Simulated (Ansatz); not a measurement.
TaNOF in space group Pmmm (No. 47; Ta on 1a, N on 1e, O on 1b, F on 1c) at seven volumes, plane-wave PAW PBEsol (Ansatz code), shape and atoms relaxed at each. One row is withheld.

| V (Å³/atom) | P (GPa) |
|---|---|
| 14.175 | 18.30 |
| 14.642 | 11.35 |
| 15.110 | 5.36 |
| 15.577 | 0.11 |
| 16.044 | -4.38 |
| 16.511 | ? |
| 16.979 | -11.00 |

Q: Fit the shown pressures and predict the withheld one.

A: Third-order Birch–Murnaghan: P = (3/2)B₀(x^(7/2) − x^(5/2))[1 + (3/4)(B′ − 4)(x − 1)] with x = (V₀/V)^(2/3). Least squares on the six rows gives V₀ = 15.590 Å³/atom, B₀ = 156.5 GPa, B′ = 4.39. At V = 16.511, x = 0.9625 and P = -7.92 GPa. The run itself gave -7.98 GPa.

The start of the workflow was typed in or built on a structure type; neither database checked (COD, Materials Project) lists it. Its standing as an ambient phase is unchecked. The cell keeps a stress of up to 0.3 GPa. The PBEsol relaxation kept the symmetry of its start. At this level the phase is dynamically unstable (imaginary phonons). No spin polarisation was allowed. Spin–orbit coupling is left out wherever it is not named.

Potentials: the earlier of the program's two PAW sets. The files were generated under PBE; for other functionals the program regenerates the frozen cores, and for LDA and PBEsol the local potential too.
